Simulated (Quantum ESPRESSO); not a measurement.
Al4Ir2AuNb, one run as intended and one with a planted mistake

Simulated, not a measurement. The program is pw.x of Quantum ESPRESSO 7.5 (plane-wave density functional theory). The cell is made up: eight metal atoms on a hexagonal close-packed lattice, with elements, volume, strain and displacements drawn at random and not relaxed, so it may be unstable or far from any real phase. PseudoDojo standard norm-conserving files set the functional (PBE unless stated); there is no spin polarisation or spin-orbit coupling, the Fermi-Dirac width of 0.25 eV means electrons at about 2900 K, and the masses in the input are unused placeholders. Heavy elements are run without spin-orbit coupling, which real alloys of them have. A spin test at this wide smearing found no moment, but such smearing suppresses magnetism that the real alloy may have.

Intended input:

```
&control calculation='scf', pseudo_dir='./dojo.nc.sr.pbe.v0_5.standard.upf', outdir='./o', disk_io='minimal', tprnfor=.true., tstress=.true. /
&system ibrav=0, nat=8, ntyp=4, nbnd=51, ecutwfc=82.02448710, nosym=.true., tot_charge=0,
 occupations='smearing', smearing='fd', degauss=0.0183746611
/
&electrons conv_thr=1.470e-08, electron_maxstep=70, mixing_beta=0.5 /
ATOMIC_SPECIES
Al 1.0 Al.upf
Au 1.0 Au.upf
Ir 1.0 Ir.upf
Nb 1.0 Nb.upf
CELL_PARAMETERS angstrom
-2.8705 0.0211 0.0347
0.0203 5.0671 -4.6622
0.0935 -5.0583 -4.6529
ATOMIC_POSITIONS angstrom
Al -0.0068 -0.032 -0.0393
Ir 0.0535 1.7322 -2.301
Al 0.0813 -0.002 -4.6524
Al 0.1107 1.7476 -6.9981
Al -1.3706 -0.8477 -2.3296
Au -1.3173 -2.5167 -4.6306
Nb -1.2802 -0.8251 -6.9518
Ir -1.4149 2.5992 -4.645
K_POINTS automatic
8 4 4 1 1 1
```

The log is shortened where brackets say so; the opening notice, blank lines, dates and the lines on written files are dropped, and the path of the files is cut. It prints rydbergs, bohrs and kilobars, and counts compression as positive stress. Its total energy is the free energy E - TS of the whole cell.

Log of the intended run:

```
     Program PWSCF v.7.5
     Parallel version (MPI & OpenMP), running on       4 processor cores
     Number of MPI processes:                 4
     Threads/MPI process:                     1
     [start-up lines left out]
     bravais-lattice index     =            0
     lattice parameter (alat)  =       5.4250  a.u.
     unit-cell volume          =     913.3478 (a.u.)^3
     number of atoms/cell      =            8
     number of atomic types    =            4
     number of electrons       =        78.00
     number of Kohn-Sham states=           51
     kinetic-energy cutoff     =      82.0245  Ry
     charge density cutoff     =     328.0979  Ry
     scf convergence threshold =      1.5E-08
     mixing beta               =       0.5000
     number of iterations used =            8  plain     mixing
     Exchange-correlation= PBE
                           (   1   4   3   4   0   0   0)
     [axes and pseudopotential details left out]
   Cartesian axes
     site n.     atom                  positions (alat units)
         1        Al     tau(   1) = (  -0.0023687  -0.0111468  -0.0136896  )
         2        Ir     tau(   2) = (   0.0186360   0.6033885  -0.8015223  )
         3        Al     tau(   3) = (   0.0283198  -0.0006967  -1.6206007  )
         4        Al     tau(   4) = (   0.0385609   0.6087529  -2.4376937  )
         5        Al     tau(   5) = (  -0.4774300  -0.2952849  -0.8114847  )
         6        Au     tau(   6) = (  -0.4588637  -0.8766585  -1.6130070  )
         7        Nb     tau(   7) = (  -0.4459404  -0.2874124  -2.4215657  )
         8        Ir     tau(   8) = (  -0.4928613   0.9053962  -1.6180231  )
     number of k points=    64  Fermi-Dirac smearing, width (Ry)=  0.0184
                       cart. coord. in units 2pi/alat
        k(    1) = (  -0.0634509  -0.0005302  -0.0778223), wk =   0.0312500
        k(    2) = (  -0.0649049  -0.0714924  -0.1549537), wk =   0.0312500
     [further k points left out]
     Dense  grid:    91695 G-vectors     FFT dimensions: (  32,  75,  75)
     Estimated max dynamical RAM per process >     292.00 MB
     Estimated total dynamical RAM >       1.08 GB
     Initial potential from superposition of free atoms
     starting charge      77.9875, renormalised to      78.0000
     Starting wfcs are   56 randomized atomic wfcs
     total cpu time spent up to now is        4.1 secs
     per-process dynamical memory:   227.9 Mb
     Self-consistent Calculation
     iteration #  1     ecut=    82.02 Ry     beta= 0.50
     Davidson diagonalization with overlap
     ethr =  1.00E-02,  avg # of iterations =  4.7
     total cpu time spent up to now is       14.5 secs
     total energy              =    -899.10688076 Ry
     estimated scf accuracy    <       2.09164197 Ry
     iteration #  2     ecut=    82.02 Ry     beta= 0.50
     Davidson diagonalization with overlap
     ethr =  2.68E-03,  avg # of iterations =  3.0
     total cpu time spent up to now is       24.5 secs
     total energy              =    -897.46702855 Ry
     estimated scf accuracy    <      33.80280854 Ry
     [iterations 3 to 15 left out]
     iteration # 16     ecut=    82.02 Ry     beta= 0.50
     Davidson diagonalization with overlap
     ethr =  2.48E-11,  avg # of iterations =  2.0
     total cpu time spent up to now is      143.5 secs
     total energy              =    -900.32297437 Ry
     estimated scf accuracy    <       0.00000002 Ry
     iteration # 17     ecut=    82.02 Ry     beta= 0.50
     Davidson diagonalization with overlap
     ethr =  2.22E-11,  avg # of iterations =  1.5
     total cpu time spent up to now is      150.8 secs
     End of self-consistent calculation
     [lines on levels left out]
!    total energy              =    -900.32297436 Ry
     estimated scf accuracy    <          9.9E-09 Ry
     smearing contrib. (-TS)   =      -0.06894489 Ry
     internal energy E=F+TS    =    -900.25402948 Ry
     The total energy is F=E-TS. E is the sum of the following terms:
     one-electron contribution =    -477.90006502 Ry
     hartree contribution      =     270.29476464 Ry
     xc contribution           =    -174.04062099 Ry
     ewald contribution        =    -518.60810811 Ry
     convergence has been achieved in  17 iterations
     Forces acting on atoms (cartesian axes, Ry/au):
     atom    1 type  1   force =     0.00481206   -0.01133324   -0.00085191
     atom    2 type  3   force =    -0.00417855   -0.04794377   -0.04517538
     atom    3 type  1   force =     0.00509636    0.05087896    0.01188162
     atom    4 type  1   force =     0.00122635   -0.01651072    0.02834778
     atom    5 type  1   force =    -0.00041574    0.02866912    0.01373558
     atom    6 type  2   force =     0.00261695   -0.00230307    0.03839748
     atom    7 type  4   force =    -0.01293497   -0.01235863   -0.02454013
     atom    8 type  3   force =     0.00377753    0.01090134   -0.02179504
     Total force =     0.111222     Total SCF correction =     0.000475
     Computing stress (Cartesian axis) and pressure
          total   stress  (Ry/bohr**3)                   (kbar)     P=     -107.45
  -0.00026749   0.00004518   0.00006941          -39.35        6.65       10.21
   0.00004518  -0.00118658   0.00002578            6.65     -174.55        3.79
   0.00006941   0.00002578  -0.00073725           10.21        3.79     -108.45
     init_run     :      3.85s CPU      4.00s WALL (       1 calls)
     electrons    :    146.30s CPU    146.67s WALL (       1 calls)
     forces       :      1.72s CPU      1.73s WALL (       1 calls)
     stress       :      6.15s CPU      6.15s WALL (       1 calls)
     [timing details left out]
     PWSCF        :   2m38.10s CPU   2m38.66s WALL
     JOB DONE.
```

A second run has one planted mistake: one atom is of a wrong element. The input lines that differ:

```
- &system ibrav=0, nat=8, ntyp=4, nbnd=51, ecutwfc=82.02448710, nosym=.true., tot_charge=0,
+ &system ibrav=0, nat=8, ntyp=5, nbnd=49, ecutwfc=82.02448710, nosym=.true., tot_charge=0,
+ Ta 1.0 Ta.upf
- Ir -1.4149 2.5992 -4.645
+ Ta -1.4149 2.5992 -4.645
```

Its log:

```
     Program PWSCF v.7.5
     Parallel version (MPI & OpenMP), running on       4 processor cores
     Number of MPI processes:                 4
     Threads/MPI process:                     1
     [start-up lines left out]
     bravais-lattice index     =            0
     lattice parameter (alat)  =       5.4250  a.u.
     unit-cell volume          =     913.3478 (a.u.)^3
     number of atoms/cell      =            8
     number of atomic types    =            5
     number of electrons       =        74.00
     number of Kohn-Sham states=           49
     kinetic-energy cutoff     =      82.0245  Ry
     charge density cutoff     =     328.0979  Ry
     scf convergence threshold =      1.5E-08
     mixing beta               =       0.5000
     number of iterations used =            8  plain     mixing
     Exchange-correlation= PBE
                           (   1   4   3   4   0   0   0)
     [axes and pseudopotential details left out]
   Cartesian axes
     site n.     atom                  positions (alat units)
         1        Al     tau(   1) = (  -0.0023687  -0.0111468  -0.0136896  )
         2        Ir     tau(   2) = (   0.0186360   0.6033885  -0.8015223  )
         3        Al     tau(   3) = (   0.0283198  -0.0006967  -1.6206007  )
         4        Al     tau(   4) = (   0.0385609   0.6087529  -2.4376937  )
         5        Al     tau(   5) = (  -0.4774300  -0.2952849  -0.8114847  )
         6        Au     tau(   6) = (  -0.4588637  -0.8766585  -1.6130070  )
         7        Nb     tau(   7) = (  -0.4459404  -0.2874124  -2.4215657  )
         8        Ta     tau(   8) = (  -0.4928613   0.9053962  -1.6180231  )
     number of k points=    64  Fermi-Dirac smearing, width (Ry)=  0.0184
                       cart. coord. in units 2pi/alat
        k(    1) = (  -0.0634509  -0.0005302  -0.0778223), wk =   0.0312500
        k(    2) = (  -0.0649049  -0.0714924  -0.1549537), wk =   0.0312500
     [further k points left out]
     Dense  grid:    91695 G-vectors     FFT dimensions: (  32,  75,  75)
     Estimated max dynamical RAM per process >     290.90 MB
     Estimated total dynamical RAM >       1.07 GB
     Initial potential from superposition of free atoms
     starting charge      73.9867, renormalised to      74.0000
     Starting wfcs are   56 randomized atomic wfcs
     total cpu time spent up to now is        4.2 secs
     per-process dynamical memory:   224.0 Mb
     Self-consistent Calculation
     iteration #  1     ecut=    82.02 Ry     beta= 0.50
     Davidson diagonalization with overlap
     ethr =  1.00E-02,  avg # of iterations =  3.9
     total cpu time spent up to now is       13.6 secs
     total energy              =    -798.81649730 Ry
     estimated scf accuracy    <       2.36937380 Ry
     iteration #  2     ecut=    82.02 Ry     beta= 0.50
     Davidson diagonalization with overlap
     ethr =  3.20E-03,  avg # of iterations =  3.0
     total cpu time spent up to now is       23.1 secs
     total energy              =    -798.21854725 Ry
     estimated scf accuracy    <      19.89351538 Ry
     [iterations 3 to 13 left out]
     iteration # 14     ecut=    82.02 Ry     beta= 0.50
     Davidson diagonalization with overlap
     ethr =  1.26E-09,  avg # of iterations =  2.0
     total cpu time spent up to now is      124.8 secs
     total energy              =    -800.19229603 Ry
     estimated scf accuracy    <       0.00000004 Ry
     iteration # 15     ecut=    82.02 Ry     beta= 0.50
     Davidson diagonalization with overlap
     ethr =  5.21E-11,  avg # of iterations =  3.7
     total cpu time spent up to now is      133.7 secs
     End of self-consistent calculation
     [lines on levels left out]
!    total energy              =    -800.19229604 Ry
     estimated scf accuracy    <          5.0E-09 Ry
     smearing contrib. (-TS)   =      -0.07664982 Ry
     internal energy E=F+TS    =    -800.11564621 Ry
     The total energy is F=E-TS. E is the sum of the following terms:
     one-electron contribution =    -419.39675603 Ry
     hartree contribution      =     239.17334141 Ry
     xc contribution           =    -160.12352274 Ry
     ewald contribution        =    -459.76870885 Ry
     convergence has been achieved in  15 iterations
     Forces acting on atoms (cartesian axes, Ry/au):
     atom    1 type  1   force =     0.00353484    0.02401214   -0.01172292
     atom    2 type  3   force =    -0.00253139   -0.03893672   -0.05192820
     atom    3 type  1   force =     0.00055375    0.01573068    0.01342806
     atom    4 type  1   force =    -0.00353381   -0.01874229    0.00181253
     atom    5 type  1   force =     0.00131347    0.04288642    0.00735331
     atom    6 type  2   force =     0.00312218   -0.00480280    0.03536669
     atom    7 type  4   force =    -0.01025365   -0.00360714    0.00131952
     atom    8 type  5   force =     0.00779461   -0.01654029    0.00437102
     Total force =     0.096916     Total SCF correction =     0.000338
     Computing stress (Cartesian axis) and pressure
          total   stress  (Ry/bohr**3)                   (kbar)     P=      -45.47
   0.00005220   0.00007157   0.00009462            7.68       10.53       13.92
   0.00007157  -0.00066056  -0.00006614           10.53      -97.17       -9.73
   0.00009462  -0.00006614  -0.00031896           13.92       -9.73      -46.92
     init_run     :      3.86s CPU      4.04s WALL (       1 calls)
     electrons    :    129.23s CPU    129.56s WALL (       1 calls)
     forces       :      1.77s CPU      1.78s WALL (       1 calls)
     stress       :      6.40s CPU      6.41s WALL (       1 calls)
     [timing details left out]
     PWSCF        :   2m21.39s CPU   2m21.93s WALL
     JOB DONE.
```

|  | intended run | run with the mistake |
| --- | --- | --- |
| free energy (eV) | -12249.518 | -10887.171 |
| entropy term -TS, part of it (eV) | -0.938 | -1.043 |
| pressure (GPa) | -10.75 | -4.55 |
| size of the largest force component (eV/Å) | 1.308 | 1.335 |
| largest change of a force component (eV/Å) |  | 0.909 |
| iterations | 17 | 15 |

For scale, a rerun of the intended cell at a higher cutoff and on a denser mesh moved values by no more than 0.009 eV in energy, 0.15 GPa in stress and 0.009 eV/Å in force, and a second program with other atomic files agreed on that cell to 2 % rms in force and 0.5 GPa in pressure. Files of another functional or element have another zero of energy, so the energy change says nothing on stability. The number of bands, nbnd, was set by rule from the electron count, so it follows the mistake.